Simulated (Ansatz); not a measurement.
TaAs in space group P-6m2 (No. 187; Ta on 1a, As on 1f), plane-wave PAW PBE (Ansatz code), all energies at zero smearing, with the estimated change up to a 700 eV cutoff added, with one set of potentials and settings (totals compare only within such a set). Cell of 2 atoms (1 Ta, 1 As): -14789.478 eV.

```
element             reference phase  E (eV/atom)
-------  --------------------------  -----------
Ta       Im-3m, 1 atoms in the cell   -9932.2522
As        R-3m, 2 atoms in the cell   -4856.1377
```

Formation energy per atom, worked out: (-14789.478 − 1×(-9932.2522) − 1×(-4856.1377))/2 = -0.544 eV/atom (-53 kJ per mol of atoms), at 0 K, without zero-point energy or fitted corrections.

A made-up cell: these elements were put on the sites of a structure type; neither database checked (COD, Materials Project) lists it. It is not the phase usual at ambient conditions (space group No. 109). Symmetry was held in the PBE relaxation; whether a distortion lowers the energy is not shown. No spin polarisation was allowed. The references are the lowest solids computed at this level, not always the standard phases. Scalar-relativistic: spin–orbit coupling is off unless named, which matters more the heavier the elements.

Potentials: the later of the program's two PAW sets.
